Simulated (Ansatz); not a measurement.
Input and command of a calculation in Ansatz (plane waves; scalar-relativistic PAW potentials unless the input names others):

```yaml
crystal:
  lattice:
    - [4.3745045901, 0.0, 0.0]
    - [-2.187252295, 3.788432104, 0.0]
    - [0.0, 0.0, 2.7125007778]
  atoms:
    - { symbol: Zn, position: [0.0, 0.0, 0.0] }
    - { symbol: Ir, position: [0.3333333333, 0.6666666667, 0.5] }
    - { symbol: Ir, position: [0.6666666667, 0.3333333333, 0.5] }
basis:
  ecutwfc: 420
  xc_grid: 3
kpoints:
  mp_grid: { grid: [12, 12, 16], shift: [0.5, 0.5, 0.5] }
hamiltonian:
  xc: pbe
scf:
  occupations: { method: gaussian, width: 0.1 }
  algorithm: density_mixing
output:
  forces: true
  eigenvalues: true
  stress: true
```

```bash
ansatz run input.yaml --threads 1 --pin off --max-ram 2560MiB --backend cpu --events-out ev --progress --plain --runs-dir out
```

Abridged log:
```
Warning: crystal.symmetry: narrowed to the stabiliser of the k-point mesh — unitary ops 24 → 8; excluded 16 operations that carry a point of the 12×12×16 mesh (shift [0.5, 0.5, 0.5]) off the mesh (the run samples exactly the mesh kpoints.mp_grid names, as under crystal.symmetry.detect: false, and its converged state has the mesh's symmetry, not the crystal's; ε∞, the Born charges and the force constants of a linear response (`dielectric:` by the response, `phonons.method: dfpt`) are averaged over those of the crystal's operations that the state keeps within a tolerance, where `mesh_tensors`, ` ...
Basis set: ecut = 420 eV, 903 PW (Γ), exchange–correlation on 90×90×60 points (27 copies of the dense FFT grid, shifted against one another)
Bands: 28, of which v1, the nominal top of the filled ones, is band 23 counted from 1 (22 counted from 0)
Symmetry: 8 space group operations
k-points: 336 of 2304
SCF iter   1: F=—  HF=-27189.314374 eV  |F-HF|=—  |Δ(HF+E_count)|=         —  Δρ=1.41e-2  dr2=6.03e-2  ethr=1.77e-3  ⟨swp⟩=5.1  Hψ=34945  notcnv=0
SCF iter   2: F=—  HF=-27189.302843 eV  |F-HF|=—  |Δ(HF+E_count)|=   1.15e-2  Δρ=6.38e-3  dr2=1.89e-2  ethr=1.31e-4  ⟨swp⟩=1.0  Hψ=12096  notcnv=0  defer=1
SCF iter   3: F=—  HF=-27189.297864 eV  |F-HF|=—  |Δ(HF+E_count)|=   4.98e-3  Δρ=1.75e-3  dr2=8.10e-4  ethr=4.11e-5  ⟨swp⟩=2.2  Hψ=14772  notcnv=0  defer=2
SCF iter   4: F=—  HF=-27189.297528 eV  |F-HF|=—  |Δ(HF+E_count)|=   3.37e-4  Δρ=6.22e-4  dr2=8.47e-5  ethr=1.76e-6  ⟨swp⟩=2.1  Hψ=14028  notcnv=0  defer=1
SCF iter   5: F=—  HF=-27189.297490 eV  |F-HF|=—  |Δ(HF+E_count)|=   3.75e-5  Δρ=1.60e-4  dr2=2.81e-6  ethr=1.84e-7  ⟨swp⟩=2.0  Hψ=13291  notcnv=0  defer=7
SCF iter   6: F=—  HF=-27189.297496 eV  |F-HF|=—  |Δ(HF+E_count)|=   6.21e-6  Δρ=3.68e-5  dr2=3.47e-7  ethr=6.10e-9  ⟨swp⟩=2.0  Hψ=14487  notcnv=0  defer=8
SCF iter   7: F=-27189.297496 eV  HF=-27189.297496 eV  |F-HF|=1.15e-8  |Δ(HF+E_count)|=   8.36e-8  Δρ=6.20e-6  dr2=1.38e-8  ethr=2.17e-10  ⟨swp⟩=5.5  Hψ=35938  notcnv=0
the search or the solves at the SCF's close seem to have found levels that the self-consistency loop had missed (the run counts 1). By its estimate they hold under 1e-12 electrons; where the run keeps them, the occupations were computed again with them
SCF 1 converged in 7 iterations: F = -27189.297496 eV  dr2 = 1.38e-8
SCF converged after 7 iterations
Free energy (F): -27189.297496 eV
Harris-Foulkes:  -27189.297496 eV  (|F-HF|=1.15e-8)
Internal energy: -27189.280238 eV  (E = F + TS)
E sigma→0 (E₀):  -27189.288867 eV
Entropy (-TS):   -0.017258 eV (-5.753 meV/atom)
Fermi energy:    19.426868 eV
--- Forces (eV/Å), atoms counted from 1 ---
  atom   1  Zn     0.00000000     0.00000000     0.00000000
  atom   2  Ir     0.02138794    -0.01234834     0.00000000
  atom   3  Ir    -0.02138794     0.01234834     0.00000000
--- Stress (GPa, compression-positive) ---
        0.039329       0.001874       0.000000
        0.001874       0.041493       0.000000
        0.000000       0.000000       0.155189
  P = ⅓ Tr σ = 0.0787 GPa (0.787 kbar)
```

Apart from outputs, empty bands and the relaxation, which only the reference makes, the input differs from a reference run on usual settings in basis.xc_grid: not typed → 3; kpoints.mp_grid.shift: not typed → [0.5, 0.5, 0.5]; scf.algorithm: not typed → "density_mixing". The reference, at the same geometry, ended its own course with pressure 0.02 GPa, largest force 0.000 eV/Å, no gap on the mesh. This run converged in 7 SCF iterations with an energy at zero smearing 1.86 meV/atom above the reference's, pressure 0.08 GPa, largest force 0.025 eV/Å, no gap on the mesh.

Time: 24 s on 1 thread of Arm Neoverse V2 (shared host), peak memory 0.58 GiB.